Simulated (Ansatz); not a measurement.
The relaxed structure here is a generated cell of MgTe2: the first start was made by placing the elements on the sites of a structure type, and the end was not matched to a known phase here, so it may be hypothetical.

One stationary structure of MgTe$_{2}$. Space group Pnnm (No. 58), AFLOW prototype AB2_oP6_58_a_g (C18, as in FeS2). The numbers are results of r2SCAN (plane waves to 500 eV, PAW, scalar-relativistic; Ansatz, a first-principles code), not measurements.

Space group Pnnm (No. 58); a = 5.8072 Å, b = 7.1062 Å, c = 4.4402 Å, α = 90.00°, β = 90.00°, γ = 90.00°

```csv
atom,site,symmetry,x,y,z
Te,4g,..m,0.1908,0.6165,0.0000
Mg,2a,..2/m,0.0000,0.0000,0.0000
```

```yaml
volume_per_atom: 30.54 Å³
band_gap: 1.05 eV, direct within 0.03 eV (at 20 % of the way from Y to Γ) (no spin-orbit coupling)
smallest_direct_gap: 1.06 eV at 20 % of the way from Y to Γ
shortest_distances: Te–Te 2.77 Å; Mg–Te 2.94 Å
k-mesh: 6×5×8
```

Band energies at high-symmetry points (eV from the VBM; labels of this space group; no spin-orbit coupling), from −5 eV up to 4.9 eV:

```
point                                                                                   energies
-----  -----------------------------------------------------------------------------------------
Γ           -4.77 -3.87 -3.53 -3.41 -2.74 -2.29 -1.16 -0.79 -0.35 -0.09 1.78 2.65 2.82 3.47 4.35
X      -4.89 -4.89 -2.39 -2.39 -1.88 -1.88 -0.80 -0.80 -0.51 -0.51 1.26 1.26 3.50 3.50 4.61 4.61
S      -3.70 -3.70 -3.64 -3.64 -1.70 -1.70 -1.01 -1.01 -0.83 -0.83 1.72 1.72 3.46 3.46 4.03 4.03
Y                  -4.68 -4.68 -2.60 -2.60 -2.17 -2.17 -1.96 -1.96 0.00 0.00 1.22 1.22 3.77 3.77
Z                -4.55 -4.55 -3.60 -3.60 -2.96 -2.96 -1.79 -1.79 -1.48 -1.48 1.18 1.18 3.13 3.13
U                -3.99 -3.99 -3.63 -3.63 -3.27 -3.27 -2.99 -2.99 -0.32 -0.32 2.01 2.01 4.87 4.87
R      -4.53 -4.53 -4.36 -4.36 -2.37 -2.37 -1.28 -1.28 -0.84 -0.84 1.19 1.19 4.17 4.17 4.59 4.59
T                -4.56 -4.56 -3.90 -3.90 -2.32 -2.32 -1.78 -1.78 -1.63 -1.63 1.45 1.45 3.29 3.29
```

The relaxed cell holds bonded Te–Te pairs (2.77 Å). No spin polarisation in the result. Spin-orbit coupling is missing; with elements this heavy it can move band edges by tenths of an eV or more.

The run could not lose the symmetry of its start: the end is stationary, and may be a saddle point rather than a minimum.
